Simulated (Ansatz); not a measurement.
Two-dimensional strain map in Al

All numbers below come from DFT PBEsol, scalar-relativistic, plane waves, PAW in Ansatz. The runs took a 420 eV cutoff, a Γ-centred 20×20×20 mesh and Gaussian smearing (0.15 eV). No spin polarisation. Energies are free energies at this smearing, counted from the undisturbed cell; pressure is positive in compression.

The undisturbed cell (as given, not relaxed at this level; it stands at -1.9 GPa):

```xyz
1
Lattice="0.0000 2.0240 2.0240 2.0240 0.0000 2.0240 2.0240 2.0240 0.0000" Properties=species:S:1:pos:R:3 pbc="T T T"
Al    0.0000    0.0000    0.0000
```

The cell is strained by p along both x and y and by q along z, fractional coordinates fixed. Points are written (p, q).

Energy above the undisturbed cell in meV/atom (a dash: not computed):

| p \ q | -0.030 | -0.015 | 0.000 | 0.015 | 0.030 |
| --- | --- | --- | --- | --- | --- |
| -0.030 | 16.7 | 9.0 | 4.5 | 3.1 | 4.4 |
| -0.015 | 3.1 | -0.8 | -2.2 | -0.9 | 3.0 |
| 0.000 | -1.6 | -2.0 | 0.0 | 3.9 | 10.3 |
| 0.015 | 1.9 | 4.1 | 9.2 | 16.2 | 24.7 |
| 0.030 | 13.0 | 17.4 | 24.7 | 34.3 | 45.4 |

Pressure in GPa:

```csv
p \ q,-0.030,-0.015,0.000,0.015,0.030
-0.030,6.3,4.7,3.3,1.9,0.8
-0.015,3.2,1.7,0.4,-0.7,-1.8
0.000,0.5,-0.8,-1.9,-3.0,-3.9
0.015,-1.7,-2.9,-3.9,-4.8,-5.6
0.030,-3.7,-4.7,-5.6,-6.4,-7.1
```